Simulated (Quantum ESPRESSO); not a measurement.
Ag6WIn, different elements on one site, starting from this cell

Simulated, not a measurement. The program is pw.x of Quantum ESPRESSO 7.5 (plane-wave density functional theory). The cell is made up: eight metal atoms on a hexagonal close-packed lattice, with elements, volume, strain and displacements drawn at random and not relaxed, so it may be unstable or far from any real phase. PseudoDojo standard norm-conserving files set the functional (PBE unless stated); there is no spin polarisation or spin-orbit coupling, the Fermi-Dirac width of 0.25 eV means electrons at about 2900 K, and the masses in the input are unused placeholders. Heavy elements are run without spin-orbit coupling, which real alloys of them have. A spin test at this wide smearing found no moment, but such smearing suppresses magnetism that the real alloy may have.

The runs put different elements on site 7. Cell, positions, cutoff, mesh and smearing stay as in the input of run 1; sites are counted in its order. Stress in the tables is positive in tension.

Input of run 1:

```
&control calculation='scf', pseudo_dir='./dojo.nc.sr.pbe.v0_5.standard.upf', outdir='./o', disk_io='minimal', tprnfor=.true., tstress=.true. /
&system ibrav=0, nat=8, ntyp=3, nbnd=81, ecutwfc=82.02448710, nosym=.true., tot_charge=0,
 occupations='smearing', smearing='fd', degauss=0.0183746611
/
&electrons conv_thr=1.470e-08, electron_maxstep=70, mixing_beta=0.5 /
ATOMIC_SPECIES
Ag 1.0 Ag.upf
In 1.0 In.upf
W 1.0 W.upf
CELL_PARAMETERS angstrom
2.9541 0.0427 4.9172
2.9922 0.0062 -4.9402
-2.9308 5.0788 0.0306
ATOMIC_POSITIONS angstrom
Ag -0.0243 -0.0146 0.0029
Ag -1.4603 2.571 0.0266
W 3.0526 1.6984 -2.4853
Ag 1.5059 4.3155 -2.4119
Ag 3.0066 0.0389 -0.0369
Ag 1.5126 2.6136 0.0378
In 2.9694 1.7295 2.4968
Ag 1.4753 4.2642 2.5151
K_POINTS automatic
5 5 5 1 1 1
```

| run | elements on sites 1 to 8 | -TS (eV) | pressure (GPa) | stress xx (GPa) | stress yy (GPa) | stress zz (GPa) | stress yz (GPa) | stress xz (GPa) | stress xy (GPa) | iterations |
| --- | --- | --- | --- | --- | --- | --- | --- | --- | --- | --- |
| 1 | Ag Ag W Ag Ag Ag In Ag | -1.118 | -2.76 | 3.92 | 0.96 | 3.38 | 0.23 | -0.04 | 0.59 | 12 |
| 2 | Ag Ag W Ag Ag Ag Re Ag | -1.390 | -10.58 | 17.44 | 5.94 | 8.36 | 0.16 | -0.13 | 0.78 | 13 |
| 3 | Ag Ag W Ag Ag Ag Sc Ag | -1.132 | -3.88 | 5.80 | 1.96 | 3.88 | 0.22 | -0.09 | 0.70 | 12 |
| 4 | Ag Ag W Ag Ag Ag Zr Ag | -1.129 | -3.65 | 7.73 | 0.26 | 2.96 | 0.23 | -0.11 | 0.77 | 12 |

Forces Fx Fy Fz (eV/Å):

| site | run 1 | run 2 | run 3 | run 4 |
| --- | --- | --- | --- | --- |
| 1 | 0.15 0.22 0.37 | 0.15 0.47 0.08 | 0.14 0.25 0.41 | 0.14 0.22 0.43 |
| 2 | 0.01 -0.10 0.14 | 0.03 -0.43 0.14 | 0.01 -0.18 0.11 | 0.00 -0.16 0.13 |
| 3 | -0.50 0.20 0.10 | 0.14 0.29 0.10 | -0.34 0.36 0.09 | -0.26 0.39 0.09 |
| 4 | 0.08 -0.45 -0.22 | 0.11 -0.42 -0.22 | 0.13 -0.42 -0.22 | 0.12 -0.47 -0.22 |
| 5 | -0.25 0.17 -0.05 | -0.25 0.41 0.23 | -0.25 0.22 -0.09 | -0.25 0.21 -0.07 |
| 6 | 0.00 -0.29 -0.13 | 0.00 -0.62 -0.12 | 0.00 -0.36 -0.10 | 0.00 -0.34 -0.11 |
| 7 | 0.39 0.20 -0.12 | -0.30 0.17 -0.11 | 0.22 0.14 -0.11 | 0.17 0.14 -0.14 |
| 8 | 0.12 0.04 -0.09 | 0.12 0.11 -0.10 | 0.09 0.00 -0.10 | 0.08 0.02 -0.10 |

Energies are left out, as each element's file has its own zero. A rerun of one cell of this series at a higher cutoff and on a denser mesh moved values by no more than 0.006 eV in energy, 0.16 GPa in stress and 0.003 eV/Å in force, and a second program with other atomic files agreed on that cell to 2 % rms in force and 0.5 GPa in pressure.